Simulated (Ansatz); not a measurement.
Relaxed-ion elastic tensor of TePb (rock salt, Fm-3m) in GPa (Voigt order), plane-wave PAW PBE (Ansatz code); density 7.85 g/cm³, 35.43 Å³ per atom.

```
 105   5.4   5.4   0.0   0.0   0.0
 5.4   105   5.4   0.0   0.0   0.0
 5.4   5.4   105   0.0   0.0   0.0
 0.0   0.0   0.0  14.2   0.0   0.0
 0.0   0.0   0.0   0.0  14.2   0.0
 0.0   0.0   0.0   0.0   0.0  14.2
```

Question: Is the crystal mechanically stable?

Answer: Yes: the smallest eigenvalue of C is 14.2 GPa.

Question: Work out the Voigt, Reuss and Hill averages.

Answer: K_V = 38.6, K_R = 38.6, K_H = 38.6; G_V = 28.4, G_R = 19.9, G_H = 24.1 GPa.

Question: Give Young's modulus, Poisson's ratio, Pugh's ratio and the universal anisotropy index.

Answer: E = 9KG/(3K + G) = 59.9 GPa; ν = 0.24; K/G = 1.60 (brittle by the Pugh limit of 1.75); A_U = 5G_V/G_R + K_V/K_R − 6 = 2.16.

Question: Estimate the sound speeds and the Debye temperature.

Answer: v_l = √((K + 4G/3)/ρ) = 3000 m/s, v_t = √(G/ρ) = 1750 m/s, mean 1950 m/s; Θ = (h/k)(3n/4πV)^(1/3) v_m = 176 K.

Question: Give the Zener ratio and Young's modulus along [100], [110] and [111].

Answer: A = 2C44/(C11 − C12) = 0.28; 1/E = S11 − 2(S11 − S12 − S44/2)Γ with Γ = 0, 1/4, 1/3 gives 104, 45.1, 37.9 GPa.

Question: Solve the Christoffel equation for the three sound speeds along [100], [110], [111].

Answer: Eigenvalues of C_ijkl n_j n_l equal ρv². In km/s, slowest first: [100] 1.34, 1.34, 3.66; [110] 1.34, 2.52, 2.97; [111] 2.20, 2.20, 2.71.

The cell was relaxed with PBE under the symmetry of its start; of distortions, only those at the zone centre were tested. Scalar-relativistic: spin–orbit coupling is off unless named, which matters more the heavier the elements.

Potentials: the later of the program's two PAW sets.
